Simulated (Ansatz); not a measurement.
Consider the following.

AlCo:
```xyz
2
Lattice="2.8520 0.0000 0.0000 0.0000 2.8520 0.0000 0.0000 0.0000 2.8520" Properties=species:S:1:pos:R:3 pbc="T T T"
Al     0.0000     0.0000     0.0000
Co     1.4260     1.4260     1.4260
```

This is the PBE-relaxed structure.

### Question
All from PBE (plane waves, PAW; program Ansatz), unless another level is named. Predict the formation energy from the elements (no fitted shifts).

### Answer
-57 kJ/mol of atoms.

### Question
Next, the density of states at the Fermi level?

### Answer
0.33 states/eV per atom (mean over ±0.08 eV).

Space group Pm-3m (CsCl type). The cell was relaxed with PBE under the symmetry of its start; phonons on a q-mesh show no instability. No spin polarisation was allowed. The references are the lowest solids computed at this level, not always the standard phases.

Potentials: the later of the program's two PAW sets.
